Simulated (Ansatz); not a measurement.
A geometry of Mo away from equilibrium: step 3 of the relaxation of a relaxed Mo cell displaced along its unstable phonon at q = (0, 0, ½) of its primitive reciprocal cell (186i cm⁻¹), largest move 0.15 Å. Method: PBEsol (plane waves to 420 eV, PAW, scalar-relativistic; Ansatz, a first-principles code). Γ-centred k-mesh 7×7×7 on the run's cell (coarser than for final values), Fermi–Dirac smearing 0.05 eV. The plane waves were selected for a different cell earlier on the path.

```
Mo
1.0
    4.96887     0.00000     0.00000
   -2.48444     4.30317     0.00000
    0.00000     0.00000     4.73590
Mo
6
Cartesian
  0.52290   4.30317   1.18397
 -0.52290   4.30317   3.55192
  0.98077   1.69874   1.18397
  1.50367   2.60443   3.55192
 -1.50367   2.60443   1.18397
 -0.98077   1.69874   3.55192
```

### Question
Give the Cartesian forces on all atoms (eV/Å).

### Answer
| atom | Fx | Fy | Fz |
|---|---|---|---|
| Mo1 | 1.85 | 0.00 | 0.00 |
| Mo2 | -1.85 | 0.00 | 0.00 |
| Mo3 | -0.93 | -1.61 | 0.00 |
| Mo4 | 0.93 | 1.61 | 0.00 |
| Mo5 | -0.93 | 1.61 | 0.00 |
| Mo6 | 0.93 | -1.61 | 0.00 |

The path ends in P6₃/mcm (No. 193). No spin polarisation in the result.

The run could not lose the symmetry of its start: the end is stationary, and may be a saddle point rather than a minimum.

The end of the path is a generated cell of Mo: the first start was made by placing the elements on the sites of a structure type, and the end was not matched to a known phase here, so it may be hypothetical. Known forms of Mo include space group No. 229.
